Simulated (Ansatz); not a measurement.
GePt (Pnma), relaxed with r²SCAN (Ansatz, a program for electronic structure, plane waves, PAW): a = 5.775 Å, b = 3.720 Å, c = 6.110 Å, α = β = γ = 90.00°.

- ΔH_f (eV/atom): -0.47
- B₀ by P(V) fit (GPa): 158

**Question.** The same phase is relaxed and computed with LDA in the same code. What are the cell and these values now?

**Answer.** a = 5.7045 Å, b = 3.6891 Å, c = 6.0218 Å, α = β = γ = 90.00°.

- ΔH_f (eV/atom): -0.51
- B₀ by P(V) fit (GPa): 176

All cells were relaxed under the symmetry of their starts (and spin orders); stability against distortions was not tested throughout. Rows with no word on spin ran without spin polarisation. Scalar-relativistic: spin–orbit coupling is off unless named, which matters more the heavier the elements.

Potentials: the later of the program's two PAW sets.

Ansatz is a plane-wave DFT program.

Formation energies count from the lowest solids of the elements computed at the same level, not from gases.
